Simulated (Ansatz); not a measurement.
A plane-wave run on CaTl2Sb2

The input, for Ansatz 0.2.0 (plane waves, PAW):

```yaml
crystal:
  lattice:
    - [2.408257, 4.17122, 0.0]
    - [-2.408257, 4.17122, 0.0]
    - [0.0, 0.0, 8.000589]
  atoms:
    - { symbol: Ca, position: [0.0, 0.0, 0.0] }
    - { symbol: Tl, position: [0.3333, 0.3334, 0.6308] }
    - { symbol: Tl, position: [0.6667, 0.6666, 0.3692] }
    - { symbol: Sb, position: [0.3333, 0.3334, 0.2508] }
    - { symbol: Sb, position: [0.6667, 0.6666, 0.7492] }
  symmetry: { tolerance: 0.0003 }
kpoints:
  mp_grid: { grid: [8, 8, 4], shift: [0, 0, 0] }
  band_path:
    path:
      - [0.0, 0.0, 0.0]
      - [0.49999992, 0.50000003, 0.0]
      - [0.33333328, 0.66666677, 0.0]
      - [0.0, 0.0, 0.0]
      - [0.0, 0.0, 0.5]
      - [0.49999992, 0.50000003, 0.5]
      - [0.33333328, 0.66666677, 0.5]
      - [0.0, 0.0, 0.5]
      - [0.49999992, 0.50000003, 0.5]
      - [0.49999992, 0.50000003, 0.0]
      - [0.33333328, 0.66666677, 0.5]
    npoints: 6
magnetization:
  spin_polarized: false
scf:
  occupations: { method: fermi_dirac }
  lower_state_search: "off"
  max_iter: 200
hamiltonian:
  pseudopotentials: { kind: paw }
  xc: r2scan
basis:
  ecutwfc: 500
  fft_grid_basis: typed
output:
  forces: true
  stress: true
  eigenvalues: true
  bader: true
  populations: true
  elf: true
  write_potential: true
  volumetric_format: npy
  dos:
    e_range: [-12, 8]
    de: 0.05
    projected: { site_lists: { Ca: [Ca], Sb: [Sb], Tl: [Tl] } }
checkpoint:
  read: saved_state
```

The saved state is an earlier solution for the same cell, perhaps on another mesh. 

Output (shortened):

```
Warning: the atoms were moved onto the symmetric positions of the space group found under crystal.symmetry.tolerance 3.0e-4 (fractional; no operation is sought that the atoms, as they stand in a round, miss by more than twice it, and no atom is moved by as much as it), and the run uses the moved positions.
Pseudopotentials: kind: paw
Pseudopotential: Ca, paw, valence charge 10, recommended cutoff 500 eV (meta_gga), Ca.paw.azcp
Pseudopotential: Tl, paw, valence charge 13, recommended cutoff 500 eV (meta_gga), Tl.paw.azcp
Pseudopotential: Sb, paw, valence charge 15, recommended cutoff 500 eV (meta_gga), Sb.paw.azcp
Functional definition: r2SCAN
  exchange = r2scan_x(k0 = k0, k1 = k1, a1 = a1)
  correlation = r2scan_c
Crystal: 5 atoms, lattice volume = 160.738 Å³
Basis set: ecut = 500 eV, 4031 PW (Γ), exchange–correlation on 144×144×240 points (64 copies of the dense FFT grid, shifted against one another)
Bands: 40, of which v1, the nominal top of the filled ones, is band 33 counted from 1 (32 counted from 0)
Symmetry: 12 space group operations
Space group: P-3m1 (ITA 164), of the structure as read, at distance tolerance 1.6e-3 Å
k-points: 35 of 256
Initial density: read from a saved state, or passed on in memory by an earlier SCF of this step, an earlier step, the calling program or the single point that the run made first
Functional: x = r2scan, c = r2scan; τ floored in thin density (d = 2e-4 eV/Å³)
SCF iter   1: F=-37738.4172 eV  Δρ=9.35e-4  dr2=1.58e-3  dr2_τ=4.78e-4
SCF iter   2: F=-37738.4175 eV  Δρ=5.50e-4  dr2=6.33e-4  dr2_τ=4.57e-5
SCF iter   3: F=-37738.4177 eV  Δρ=1.58e-4  dr2=7.64e-5  dr2_τ=5.23e-6
SCF iter   4: F=-37738.4178 eV  Δρ=4.77e-5  dr2=5.57e-6  dr2_τ=1.92e-7
SCF iter   5: F=-37738.4178 eV  Δρ=1.11e-5  dr2=3.48e-7  dr2_τ=1.34e-8
SCF iter   6: F=-37738.4178 eV  Δρ=3.56e-6  dr2=2.72e-8  dr2_τ=9.76e-10
Free energy (F): -37738.4178 eV
Harris-Foulkes:  -37738.4178 eV  (|F-HF|=1.27e-9)
Internal energy: -37738.3641 eV  (E = F + TS)
E sigma→0 (E₀):  -37738.3909 eV
Entropy (-TS):   -0.0537 eV (-10.748 meV/atom)
Fermi energy:    8.7500 eV
--- Forces (eV/Å), atoms counted from 1 ---
  atom   1  Ca     0.0000     0.0000     0.0000
  atom   2  Tl     0.0000     0.0000     0.0917
  atom   3  Tl     0.0000     0.0000    -0.0917
  atom   4  Sb     0.0000     0.0000    -1.1048
  atom   5  Sb     0.0000     0.0000     1.1048
--- Stress (GPa, compression-positive) ---
        4.1971       0.0000       0.0000
        0.0000       4.1971       0.0000
        0.0000       0.0000       1.0813
  P = ⅓ Tr σ = 3.1585 GPa (31.585 kbar)
--- Löwdin populations: 5 sites ---
  site symbol       q [e]
     0     Ca      8.4237
     1     Tl     13.2272
     2     Tl     13.2272
     3     Sb     15.3760
     4     Sb     15.3760
  spilling = 0.0056 (of n_electrons = 66.0000)
--- Bader charges: 5 sites ---
  site symbol  charge [e]  shift [e]
     0     Ca      1.4433     0.0000
     1     Tl      0.1067     0.0000
     2     Tl      0.1067     0.0000
     3     Sb     -0.8283     0.0000
     4     Sb     -0.8283     0.0000
```

Absolute energies hang on the potentials; compare differences alone.

Origin: a known structure type with other elements, at an estimated volume, so it need not be a known compound.
